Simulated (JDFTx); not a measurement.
Reference run:

Mo(100) slab cut from bulk Mo (space group Im-3m, indices of the conventional cell, lattice of the Materials Project entry mp-129, not re-optimised): 5 atoms in 5 planes, a 1x1 cell of 10.03 Å² (|a| = 3.168, |b| = 3.168 Å), 6.3 Å between the outermost planes, cell height 22.3 Å, 8×8×1 k mesh, Fermi smearing 0.01 Ha, no spin polarisation.

Reference level: PBE, GBRV ultrasoft potentials, plane waves to 20/100 Ha, in a modified build of JDFTx. Unrelaxed; liquid: linear PCM (GLSSA13), water, 1 M NaF. U vs SHE = −μ/e − 4.44 V throughout (conventional absolute potential of the hydrogen electrode).

```tsv
slab thickness	work function (eV)	U_pzc (V)	mean C below U_pzc (μF/cm²)	k states × plane waves	cycles, vacuum run	rough core time, vacuum run
2 atoms, 1.6 Å	4.02	-0.87	25 over 0.5 V	15 × 5092	18	70 s
3 atoms, 3.2 Å	___	___	30 over 0.5 V	15 × 5555	21	2 min
4 atoms, 4.8 Å	4.02	-0.97	29 over 0.5 V	15 × 6018	20	3 min
5 atoms, 6.3 Å	4.03	-0.97	29 over 0.5 V	15 × 6451	21	4 min
6 atoms, 7.9 Å	4.04	-0.96	–	15 × 6912	23	5 min
7 atoms, 9.5 Å	4.05	-0.94	29 over 0.5 V	15 × 7377	24	6 min
```

Task: Some entries are withheld; supply them.

Result: 
- 3 atoms, 3.2 Å, work function (eV): 4.09
- 3 atoms, 3.2 Å, U_pzc (V): -0.92

The times are rough (shared hosts); only ratios past two mean anything.
